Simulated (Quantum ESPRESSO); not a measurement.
# Band energies of KScS₂O₈

```
KScS2O8
1.0
    4.27050    -2.68449     0.00000
    4.27050     2.68449     0.00000
   -0.66372     0.00000     8.15583
O S K Sc
8 2 1 1
Direct
  0.31353   0.31353   0.36620
  0.68647   0.68647   0.63380
  0.24349   0.69541   0.18034
  0.75651   0.30459   0.81966
  0.30459   0.75651   0.81966
  0.69541   0.24349   0.18034
  0.24015   0.24015   0.06890
  0.75985   0.75985   0.93110
  0.36947   0.36947   0.20248
  0.63053   0.63053   0.79752
  0.00000   0.00000   0.50000
  0.00000   0.00000   0.00000
```

LDA (Quantum ESPRESSO, PseudoDojo norm-conserving, 84 Ry, without SOC); path ΓYFLI,I1ZF1,YX1,XΓN,MΓ; energies in eV from the valence-band maximum.

| k (1/Å) | point | band 36 | band 37 | band 38 | band 39 | band 40 | band 41 | band 42 | band 43 |
|---|---|---|---|---|---|---|---|---|---|
| 0.00 | Γ | -0.51 | -0.36 | -0.35 | -0.13 | -0.05 | 4.29 | 4.54 | 4.68 |
| 0.61 |  | -0.54 | -0.51 | -0.30 | -0.23 | -0.08 | 4.28 | 4.51 | 4.75 |
| 1.02 | Y | -0.70 | -0.51 | -0.30 | -0.16 | 0.00 | 4.19 | 4.45 | 4.86 |
| 1.25 |  | -0.60 | -0.51 | -0.30 | -0.23 | -0.01 | 4.22 | 4.47 | 4.83 |
| 1.48 | F | -0.52 | -0.49 | -0.34 | -0.29 | -0.03 | 4.28 | 4.51 | 4.74 |
| 1.86 |  | -0.66 | -0.51 | -0.29 | -0.19 | -0.02 | 4.22 | 4.47 | 4.82 |
| 2.25 | L | -0.54 | -0.51 | -0.26 | -0.21 | -0.07 | 4.19 | 4.44 | 4.86 |
| 2.25 | I | -0.80 | -0.50 | -0.38 | -0.34 | -0.21 | 4.42 | 4.75 | 4.78 |
| 3.36 | I1 | -0.80 | -0.50 | -0.38 | -0.34 | -0.21 | 4.42 | 4.75 | 4.78 |
| 3.96 |  | -0.56 | -0.42 | -0.40 | -0.25 | -0.08 | 4.43 | 4.55 | 4.72 |
| 4.16 | Z | -0.47 | -0.44 | -0.43 | -0.14 | 0.00 | 4.32 | 4.55 | 4.68 |
| 4.51 |  | -0.52 | -0.50 | -0.35 | -0.26 | -0.06 | 4.31 | 4.55 | 4.69 |
| 5.03 |  | -0.53 | -0.51 | -0.27 | -0.25 | -0.05 | 4.21 | 4.46 | 4.83 |
| 5.21 | F1 | -0.52 | -0.49 | -0.34 | -0.29 | -0.03 | 4.28 | 4.51 | 4.74 |
| 5.21 | Y | -0.70 | -0.51 | -0.30 | -0.16 | 0.00 | 4.19 | 4.45 | 4.86 |
| 5.35 | X1 | -0.73 | -0.51 | -0.36 | -0.17 | -0.03 | 4.24 | 4.50 | 4.84 |
| 5.35 | X | -0.73 | -0.51 | -0.36 | -0.17 | -0.03 | 4.24 | 4.50 | 4.84 |
| 5.86 |  | -0.63 | -0.53 | -0.39 | -0.37 | -0.25 | 4.55 | 4.61 | 4.89 |
| 6.38 | Γ | -0.51 | -0.36 | -0.35 | -0.13 | -0.05 | 4.29 | 4.54 | 4.68 |
| 6.84 |  | -0.63 | -0.50 | -0.37 | -0.33 | -0.18 | 4.52 | 4.60 | 4.79 |
| 7.16 | N | -0.68 | -0.50 | -0.43 | -0.32 | -0.22 | 4.55 | 4.64 | 4.91 |
| 7.16 | M | -0.71 | -0.50 | -0.40 | -0.35 | -0.20 | 4.53 | 4.63 | 4.90 |
| 7.85 | Γ | -0.51 | -0.36 | -0.35 | -0.13 | -0.05 | 4.29 | 4.54 | 4.68 |

The LDA gap is direct, 4.19 eV at Y. Another valence and conduction extremum on the path lies within 0.02 eV, too close to call.

Geometry of the Materials Project entry, not relaxed at this level.

The structure is a Materials Project entry; no match was found in the copy of COD used, and its stability was not checked.
